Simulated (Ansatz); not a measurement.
# One compound in many structure types

Candidates compared on computed values. Relaxing one composition in several structure types shows which are competitive, which pressure would favour, and how volume and gap change with structure.

The yardstick is HgSe, zinc blende. The reference is the lowest phase computed, which need not be the stable form in nature.

Data:

Where the numbers come from (Ansatz, a plane-wave PAW program): energy: PBE, total energy at 0 K with the change to a 700 eV cutoff added (comparable within one formula alone); volume per atom: PBE, relaxed cell; gap: PBE; bulk modulus: PBE, equation-of-state fit.

Model: ΔE = E − E_ref; ΔV = V − V_ref; temperature scale ΔE/k_B = 11.605 K/meV × ΔE.

```csv
crystal,E (eV/atom),V (Å³/atom),gap (eV),B₀ (GPa),ΔE (meV/atom),ΔV (Å³/atom),ΔE/k_B (K)
"HgSe, PtS type, P4₂/mmc",−9641.246,32.07,0.00,30.3,235.0,1.41,2700
"HgSe, zinc blende, reference",−9641.481,30.66,0.00,42.5,0.0,0.00,0
"HgSe, WC type, P-6m2",−9641.157,25.05,0.00,46.8,324.0,−5.61,3800
"HgSe, NiAs type",−9641.258,24.86,0.00,54.4,223.0,−5.80,2600
```

Model phases, started by placing the elements on a structure type or from a typed cell, with no claim that they are known: HgSe, PtS type, P4₂/mmc; HgSe, WC type, P-6m2; HgSe, NiAs type. Runs started from generated or typed cells of the structure named: HgSe, zinc blende. No gap (0.00) means none at this level, which can close a small real gap. Spin–orbit coupling is left out unless named.

Worked example:

Arithmetic for HgSe, WC type, P-6m2:

ΔE = 1000 × (−9641.157 − (−9641.481)) = 324.0 meV/atom; ΔV = 25.05 − 30.66 = −5.61 Å³/atom; ΔE/k_B: 11.605 × 324.0 = 3800 K.

Result:

Ranking by ΔE, lowest first: HgSe, zinc blende (0.0 ± 5.0), HgSe, NiAs type (223.0 ± 5.0), HgSe, PtS type, P4₂/mmc (235.0 ± 5.0), HgSe, WC type, P-6m2 (324.0 ± 5.0). The ± follows from allowances picked for this note (energy 0.004 eV/atom, 3 meV/atom on the figure itself), carried to first order and added in quadrature, each row's own inputs moving alone; ≈ joins neighbours closer than their two ± added in quadrature.

Wanted are low ΔE and low volume per atom; no other row betters these on both counts: HgSe, zinc blende (0.0, 30.66); HgSe, NiAs type (223.0, 24.86). The reference is on the front.

Denser than the reference, so favoured by pressure; with fixed volumes the enthalpies cross at P ≈ 0.1602 ΔE/|ΔV|: HgSe, NiAs type 0.1602 × 223.0/5.80 = 6.2 GPa, HgSe, WC type, P-6m2 0.1602 × 324.0/5.61 = 9.3 GPa. Each is against the reference alone, so another phase may come first, and differences in compressibility move them.

Caveats:

Vibrational free energy is left out, and phases that were not computed could lie lower. Rows are a sample of the computed phases of this formula. Limits of the draw: a spread of over 30 meV/atom, none over 0.9 eV/atom above the reference, within 8 meV/atom of the lowest or within 3 meV/atom of a neighbour. As a rule kept out of such tables: 4f compounds, open-shell compounds run without a Hubbard term, cells found unstable in the tests at hand, cells close to a higher symmetry, and runs set to a pressure or over 12 % in volume from the crystal's fullest run.
